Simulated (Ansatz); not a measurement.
Input and command of a calculation in Ansatz (plane waves; scalar-relativistic PAW potentials unless the input names others):

```yaml
crystal:
  lattice:
    - [-1.7175444258, 1.7175444258, 4.0776920923]
    - [1.7175444258, -1.7175444258, 4.0776920923]
    - [1.7175444258, 1.7175444258, -4.0776920923]
  atoms:
    - { symbol: Al, position: [0.6631706659, 0.6631706659, 0.0] }
    - { symbol: Al, position: [0.3368293341, 0.3368293341, 0.0] }
    - { symbol: Si, position: [0.0, 0.0, 0.0] }
basis:
  ecutwfc: 420
kpoints:
  mp_grid: { grid: [20, 20, 20] }
hamiltonian:
  xc: pbe
scf:
  max_iter: 100
output:
  forces: true
  eigenvalues: true
  stress: true
```

```bash
ansatz run input.yaml --threads 1 --pin off --max-ram 2560MiB --backend cpu --events-out ev --progress --plain --runs-dir out
```

Q: What is wrong with this input?

A: The program refuses it, because of no occupation method (scf.occupations: {"method": "gaussian", "width": 0.1} → not typed). With the sound run's settings it is accepted.

Abridged log:
```
Error: YAML parse error: `scf.occupations.method` is required: fixed only where the cell keeps a band gap throughout the run, explicit beside scf.occupations.values (under evaluate: without them), else a smearing such as fermi_dirac (scf.occupations.width is optional; its entry in the input reference gives the default)
```